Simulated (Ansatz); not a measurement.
An Ansatz (a first-principles code) run. Input:

Ansatz 0.2 input:
```yaml
crystal:
  lattice:
    - [0.0, 2.1760498481, 2.1760498481]
    - [2.1760498481, 0.0, 2.1760498481]
    - [2.1760498481, 2.1760498481, 0.0]
  atoms:
    - { symbol: Os, position: [0.0, 0.0, 0.0] }
    - { symbol: C, position: [0.5, 0.5, 0.5] }
kpoints:
  mp_grid: { grid: [12, 12, 12] }
  band_path:
    path:
      - [[0.0, 0.0, 0.0], [0.5, 0.0, 0.5], [0.625, 0.25, 0.625]]  # Γ-X-U
      - [[0.375, 0.375, 0.75], [0.0, 0.0, 0.0], [0.5, 0.5, 0.5], [0.5, 0.25, 0.75], [0.5, 0.0, 0.5]]  # K-Γ-L-W-X
    npoints: 12
basis: { xc_grid: 2 }
hamiltonian:
  xc: pbe
  pseudopotentials: { azcp: { folder: ./paw }, kind: paw_fr }
magnetization: { noncollinear: true, spin_orbit: true }
scf:
  n_extra_bands: 12
  convergence: { dr2_threshold: 0.0000000001 }
  occupations: { method: gaussian, width: 0.05 }
output: { eigenvalues: true }
```

Output (shortened):

```
Pseudopotentials: kind: paw_fr
Pseudopotential: Os, paw, valence charge 16
Pseudopotential: C, paw, valence charge 4
Functional definition: PBE
non-collinear run that drives no moment, with spin-orbit …
Crystal: 2 atoms, lattice volume = 20.608 Å³
Basis set: ecut = 420 eV, 411 PW (Γ), exchange–correlation on 48×48×48 points (8 copies of the dense FFT grid, shifted against one another)
Bands: 32, of which v1, the nominal top of the filled ones, is band 20 counted from 1 (19 counted from 0)
Symmetry: 48 space group operations + 48 with time reversal
k-points: 72 of 1728
Projection manifold: j_resolved (fully-relativistic pseudo-atomic orbitals)
Initial density: superposition of atomic densities (chi_scale 0.1, normalization cell, long waves kept (reshape's long-wave potential 0.00 eV rms))
Initial wavefunctions: pseudopotential atomic-orbital guess
Eigensolver: davidson
Functional: x = pbe(κ = 0.804, μ = 0.2195149727645171), c = pbe(β = 0.06672455060314922)
SCF iter   1: F=—  HF=-11663.985645 eV  |F-HF|=—  |Δ(HF+E_count)|=         —  Δρ=1.02e-1  dr2=2.73e0  dr2_m=0.00e0 (ungated)  ethr=3.10e-3  |M|=0.00e0 ∫|m|=0.00e0 μB  |m|>n=0.0e0 m-floor=0.0e0 τ_xc=0.0e0  β_m=0.30  ⟨swp⟩=6.1  Hψ=5467  notcnv=0  defer=44
all-band conjugate gradients solve this SCF's bands
preconditioner: auto → none
SCF iter   2: F=—  HF=-11663.533887 eV  |F-HF|=—  |Δ(HF+E_count)|=   4.52e-1  Δρ=4.73e-2  dr2=4.87e-1  dr2_m=0.00e0 (ungated)  ethr=3.10e-3  |M|=0.00e0 ∫|m|=0.00e0 μB  |m|>n=0.0e0 m-floor=0.0e0 τ_xc=0.0e0  β_m=0.41  ⟨swp⟩=2.0  Hψ=1671  notcnv=0  defer=380
SCF iter   3: F=—  HF=-11663.451884 eV  |F-HF|=—  |Δ(HF+E_count)|=   8.20e-2  Δρ=1.46e-2  dr2=1.53e-2  dr2_m=0.00e0 (ungated)  ethr=2.44e-3  |M|=0.00e0 ∫|m|=0.00e0 μB  |m|>n=0.0e0 m-floor=0.0e0 τ_xc=0.0e0  β_m=0.65  ⟨swp⟩=2.2  Hψ=1432  notcnv=0  defer=380
SCF iter   4: F=—  HF=-11663.454805 eV  |F-HF|=—  |Δ(HF+E_count)|=   2.92e-3  Δρ=1.23e-3  dr2=1.76e-4  dr2_m=0.00e0 (ungated)  ethr=7.66e-5  |M|=0.00e0 ∫|m|=0.00e0 μB  |m|>n=0.0e0 m-floor=0.0e0 τ_xc=0.0e0  β_m=0.82  ⟨swp⟩=1.7  Hψ=1492  notcnv=0  defer=382
SCF iter   5: F=—  HF=-11663.454806 eV  |F-HF|=—  |Δ(HF+E_count)|=   1.03e-6  Δρ=4.31e-4  dr2=4.39e-5  dr2_m=0.00e0 (ungated)  ethr=8.80e-7  |M|=0.00e0 ∫|m|=0.00e0 μB  |m|>n=0.0e0 m-floor=0.0e0 τ_xc=0.0e0  β_m=0.72  ⟨swp⟩=2.3  Hψ=1576  notcnv=0  defer=382
SCF iter   6: F=—  HF=-11663.454794 eV  |F-HF|=—  |Δ(HF+E_count)|=   1.12e-5  Δρ=4.03e-5  dr2=1.34e-7  dr2_m=0.00e0 (ungated)  ethr=2.19e-7  |M|=0.00e0 ∫|m|=0.00e0 μB  |m|>n=0.0e0 m-floor=0.0e0 τ_xc=0.0e0  β_m=0.84  ⟨swp⟩=2.8  Hψ=1583  notcnv=0  defer=382
SCF iter   7: F=—  HF=-11663.454795 eV  |F-HF|=—  |Δ(HF+E_count)|=   8.15e-7  Δρ=9.18e-6  dr2=1.69e-8  dr2_m=0.00e0 (ungated)  ethr=6.71e-10  |M|=0.00e0 ∫|m|=0.00e0 μB  |m|>n=0.0e0 m-floor=0.0e0 τ_xc=0.0e0  β_m=0.78  ⟨swp⟩=2.2  Hψ=1557  notcnv=0  defer=382
SCF iter   8: F=—  HF=-11663.454795 eV  |F-HF|=—  |Δ(HF+E_count)|=   4.25e-9  Δρ=1.67e-6  dr2=5.23e-10  dr2_m=0.00e0 (ungated)  ethr=8.47e-11  |M|=0.00e0 ∫|m|=0.00e0 μB  |m|>n=0.0e0 m-floor=0.0e0 τ_xc=0.0e0  β_m=0.89  ⟨swp⟩=2.1  Hψ=1240  notcnv=0  defer=382
SCF iter   9: F=-11663.454795 eV  HF=-11663.454795 eV  |F-HF|=1.82e-12  |Δ(HF+E_count)|=  1.29e-10  Δρ=6.90e-8  dr2=8.01e-13  dr2_m=0.00e0 (ungated)  ethr=1.00e-12  |M|=0.00e0 ∫|m|=0.00e0 μB  |m|>n=0.0e0 m-floor=0.0e0 τ_xc=0.0e0  ⟨swp⟩=7.1  Hψ=4001  notcnv=0
SCF 1 converged in 9 iterations: F = -11663.454795 eV  dr2 = 8.01e-13
NSCF: frozen V_eff on 74 k-points
SCF converged after 9 iterations
Magnetization: |M| = 0.0000 μB,  M = (+0.0000, +0.0000, +0.0000) μB
Absolute magnetization: 0.0000 μB (∫|m|)
  site 0: m = (+0.0000, +0.0000, +0.0000) μB, |m| = 0.0000 μB  (R = 0.90 Å)
  site 1: m = (+0.0000, +0.0000, +0.0000) μB, |m| = 0.0000 μB  (R = 0.90 Å)
Free energy (F): -11663.454795 eV
Harris-Foulkes:  -11663.454795 eV  (|F-HF|=1.82e-12)
Internal energy: -11663.453008 eV  (E = F + TS)
E sigma→0 (E₀):  -11663.453902 eV
Entropy (-TS):   -0.001787 eV (-0.893 meV/atom)
Fermi energy:    21.797138 eV
--- Per-component energies (eV) ---
  E_band       = -87.455758
  E_kinetic    = 581.505349
  E_local      = -1104.308314  (includes V_loc(G=0)·N_el)
  E_nonlocal   = 214.654479
  E_hartree    = 390.721538
  E_xc         = -280.158713
  E_vxc        = -303.260760  (∫ρ·V_xc dr)
  E_paw        = -9172.021899  (= ΣΔE_a)
  E_vpaw       = -257.490019  (= ΣTr[D̂ρ^β])
  E_aug_tail   = 0.000424  (compensation charges beyond the density's cutoff)
  E_ewald      = -2293.845873
  E_smearing   = -0.001787  (= −TS)
  E_closure    =  0.000000  (closes the sum)
  Σ components = -11663.454795   (vs F -11663.454795, Δ=0.00e0)
  [band-id]    e_kinetic+e_local+e_nonlocal+2·e_hartree+e_vxc+e_vpaw+e_augmentation_tail = -87.455764   (vs E_band -87.455758, Δ=-6.02e-6)
--- Band table (eV; the first three rows and the last of 72) ---
  k-point 0: bands = ["-64.7628", "-64.7628", "-33.1220", "-33.1220", "-20.9005", "-20.9005", "-20.9005", "-20.9005", "6.0292", "6.0292", "17.9754", "17.9754", "17.9754", "17.9754", "18.6633", "18.6633", "19.7546", "19.7546", "19.7546", "19.7546", "20.8741", "20.8741", "21.1322", "21.1322", "21.1322", "21.1322", "28.6157", "28.6157", "32.7828", "32.7828", "43.8353", "43.8353"]
  k-point 1: bands = ["-64.7617", "-64.7617", "-33.1265", "-33.1265", "-20.9215", "-20.9215", "-20.9039", "-20.9039", "6.2114", "6.2114", "17.7064", "17.7064", "17.8033", "17.8033", "18.5032", "18.5032", "18.8957", "18.8957", "19.1998", "19.1998", "21.1035", "21.1035", "22.1398", "22.1398", "22.1910", "22.1910", "28.9807", "28.9807", "33.1318", "33.1318", "41.5088", "41.5088"]
  k-point 2: bands = ["-64.7584", "-64.7584", "-33.1389", "-33.1389", "-20.9783", "-20.9783", "-20.9129", "-20.9129", "6.7403", "6.7403", "16.7647", "16.7647", "17.0380", "17.0380", "17.4506", "17.4506", "19.0442", "19.0442", "19.2211", "19.2211", "21.2301", "21.2301", "23.8911", "23.8911", "23.8926", "23.8926", "29.8112", "29.8112", "33.8654", "33.8654", "39.2080", "39.2080"]
  k-point 71: bands = ["-64.7393", "-64.7393", "-33.2116", "-33.2116", "-21.1739", "-21.1739", "-21.0976", "-21.0976", "9.2361", "9.2361", "15.2797", "15.2797", "15.3204", "15.3204", "15.7749", "15.7749", "21.4815", "21.4815", "21.5280", "21.5280", "22.3232", "22.3232", "23.8725", "23.8725", "25.0967", "25.0967", "32.7625", "32.7625", "34.2358", "34.2358", "34.5792", "34.5792"]
  band table: 32 of 32 bands, residual norms ≤ 1.0e-3 eV
```

Cost: about 8 core-seconds (a rough figure) on shared cores.

Space group Fm-3m (rock salt). The start of the workflow was typed in or built on a structure type; neither database checked (COD, Materials Project) lists it. Whether it is the stable phase at ambient conditions was not checked. The PBE relaxation kept the symmetry of its start; whether a distortion lowers the energy is not shown. No spin polarisation was allowed. Its formation energy is positive at this level, so the cell may be metastable or incomplete.

Potentials: the earlier of the program's two PAW sets.

Ansatz is a plane-wave DFT program.
